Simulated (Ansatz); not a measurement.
Pd:
```xyz
1
Lattice="0.0000 1.9374 1.9374 1.9374 0.0000 1.9374 1.9374 1.9374 0.0000" Properties=species:S:1:pos:R:3 pbc="T T T"
Pd     0.0000     0.0000     0.0000
```

Relaxed with PBEsol. Special points in fractions of this cell's reciprocal vectors: Γ (0.000, 0.000, 0.000); X (0.500, 0.000, 0.500); U (0.625, 0.250, 0.625); K (0.375, 0.375, 0.750); L (0.500, 0.500, 0.500); W (0.500, 0.250, 0.750).

Problem. List the band energies nearest the Fermi level at these points for plane-wave PAW PBEsol with spin–orbit coupling (Ansatz code).

Solution. In eV from the Fermi level; about four levels below and three above (degenerate sets whole), none deeper than 8.9 eV; … stands for higher levels left out; points with the same levels are listed once.

```json
[
 {"k": "Γ", "below": "-1.26 -1.26 -1.26 -1.26", "above": "…"},
 {"k": "X", "below": "-5.31 -5.31 -0.12 -0.12", "above": "0.16 0.16 0.45 0.45"},
 {"k": "U", "below": "-1.01 -1.01 -0.17 -0.17", "above": "7.04 7.04 …"},
 {"k": "L", "below": "-2.85 -2.85 -0.14 -0.14", "above": "0.06 0.06 0.81 0.81"},
 {"k": "W", "below": "-3.49 -3.49 -1.38 -1.38", "above": "0.28 0.28 8.66 8.66"}
]
```

Space group Fm-3m (fcc (Cu type)). The cell was relaxed with PBEsol under the symmetry of its start. The workflow began spin-polarised and lost its moments. The cell computed holds one magnetic atom, so no antiferromagnetic order was within reach.

Potentials: the earlier of the program's two PAW sets.
